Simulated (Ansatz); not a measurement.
Relaxed-ion elastic tensor of TaN (rock salt, Fm-3m) in GPa (Voigt order), PBEsol in the plane-wave PAW code Ansatz; density 15.47 g/cm³, 10.47 Å³ per atom.

```json
[
 {"": "1", "1": "791", "2": "141", "3": "141", "4": "0.0", "5": "0.0", "6": "0.0"},
 {"": "2", "1": "141", "2": "791", "3": "141", "4": "0.0", "5": "0.0", "6": "0.0"},
 {"": "3", "1": "141", "2": "141", "3": "791", "4": "0.0", "5": "0.0", "6": "0.0"},
 {"": "4", "1": "0.0", "2": "0.0", "3": "0.0", "4": "68.3", "5": "0.0", "6": "0.0"},
 {"": "5", "1": "0.0", "2": "0.0", "3": "0.0", "4": "0.0", "5": "68.3", "6": "0.0"},
 {"": "6", "1": "0.0", "2": "0.0", "3": "0.0", "4": "0.0", "5": "0.0", "6": "68.3"}
]
```

**Question.** Is the crystal mechanically stable?

**Answer.** Yes: the smallest eigenvalue of C is 68.3 GPa.

**Question.** Work out the Voigt, Reuss and Hill averages.

**Answer.** K_V = 357, K_R = 357, K_H = 357; G_V = 171, G_R = 99.9, G_H = 135 GPa.

**Question.** Give Young's modulus, Poisson's ratio, Pugh's ratio and the universal anisotropy index.

**Answer.** E = 9KG/(3K + G) = 361 GPa; ν = 0.33; K/G = 2.64 (ductile by the Pugh limit of 1.75); A_U = 5G_V/G_R + K_V/K_R − 6 = 3.56.

**Question.** Estimate the sound speeds and the Debye temperature.

**Answer.** v_l = √((K + 4G/3)/ρ) = 5900 m/s, v_t = √(G/ρ) = 2960 m/s, mean 3320 m/s; Θ = (h/k)(3n/4πV)^(1/3) v_m = 452 K.

**Question.** Give the Zener ratio and Young's modulus along [100], [110] and [111].

**Answer.** A = 2C44/(C11 − C12) = 0.21; 1/E = S11 − 2(S11 − S12 − S44/2)Γ with Γ = 0, 1/4, 1/3 gives 748, 237, 193 GPa.

**Question.** Solve the Christoffel equation for the three sound speeds along [100], [110], [111].

**Answer.** Eigenvalues of C_ijkl n_j n_l equal ρv². In km/s, slowest first: [100] 2.10, 2.10, 7.15; [110] 2.10, 4.58, 5.88; [111] 3.94, 3.94, 5.38.

This is a known high-temperature phase of the composition, computed here at zero pressure and temperature. Symmetry was held in the PBEsol relaxation; whether a distortion lowers the energy is not shown. The run is not spin-polarised. As this level gives no gap, shear constants depend on the k-mesh and smearing (Fermi–Dirac, 0.1 eV here). Scalar-relativistic: spin–orbit coupling is off unless named, which matters more the heavier the elements.

Potentials: the earlier of the program's two PAW sets. The files were generated under PBE; for other functionals the program regenerates the frozen cores, and for LDA and PBEsol the local potential too.
